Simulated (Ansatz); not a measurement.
CuCl:
```
CuCl
1.0
    0.00000     2.71225     2.71225
    2.71225     0.00000     2.71225
    2.71225     2.71225     0.00000
Cu Cl
1 1
Direct
  0.25000   0.25000   0.25000
  0.50000   0.50000   0.50000
```

Relaxed with PBE.

Q: Give the optical modes at the zone centre with their infrared and Raman activity from DFPT, PBE in the plane-wave PAW code Ansatz.

A: Transverse frequencies, without the LO–TO term; a row sums one degenerate level.

```
ω (cm⁻¹)  degeneracy  IR ((D/Å)²/amu)  Raman (Å⁴/amu)  activity  symmetry
--------  ----------  ---------------  --------------  --------  --------
131                3             3.93             220  IR+Raman        T2
```

Q: How high does the top mode go among those that the LO–TO term moves?

A: 175 cm⁻¹ for q along x.

Space group F-43m (zinc blende). Symmetry was held in the PBE relaxation; phonons on a q-mesh show no instability. The run is not spin-polarised.

Potentials: the later of the program's two PAW sets.
